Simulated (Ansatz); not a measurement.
The relaxed structure here is a generated cell of HgS: the first start was made by placing the elements on the sites of a structure type, and the end was not matched to a known phase here, so it may be hypothetical. Known forms of HgS include space group No. 154, 216.

A relaxed structure of HgS. These are PBE (plane waves to 420 eV, PAW, scalar-relativistic; Ansatz, an electronic-structure program) values and carry that method's errors.

```xyz
8
Lattice="8.7937 0.0000 0.0000 0.0000 4.1311 0.0000 0.0000 0.0000 6.6565" Properties=species:S:1:pos:R:3 pbc="T T T"
Hg     6.2234     3.0983     6.4805
Hg     1.8265     3.0983     3.5042
Hg     2.5703     1.0328     0.1760
Hg     6.9671     1.0328     3.1523
S      3.2670     3.0983     5.5156
S      7.6639     3.0983     4.4691
S      5.5266     1.0328     1.1409
S      1.1298     1.0328     2.1874
```

Problem. Find the space group and the Wyckoff positions (tolerance 0.01 Å).

Solution. Space group Pnma (No. 62); a = 8.7937 Å, b = 4.1311 Å, c = 6.6565 Å, α = 90.00°, β = 90.00°, γ = 90.00°

```json
[
 {"atom": "Hg", "site": "4c", "symmetry": ".m.", "x": "0.2923", "y": "0.2500", "z": "0.0264"},
 {"atom": "S", "site": "4c", "symmetry": ".m.", "x": "0.1285", "y": "0.2500", "z": "0.3286"}
]
```

Problem. Give the shortest distances between elements (the closest pairs, up to four, under 3.6 Å).

Solution. Hg–S 2.47 Å.

The volume per atom is 30.23 Å³, the density comes out as 6.39 g/cm³ and the band gap is 0.23 eV, direct at Γ (no spin-orbit coupling).

No spin polarisation in the result. Without spin-orbit coupling the bands of the heavy element are not split, so the gap can be far off.

The run could not lose the symmetry of its start; a randomly shaken copy of 8 atoms returns to this structure.
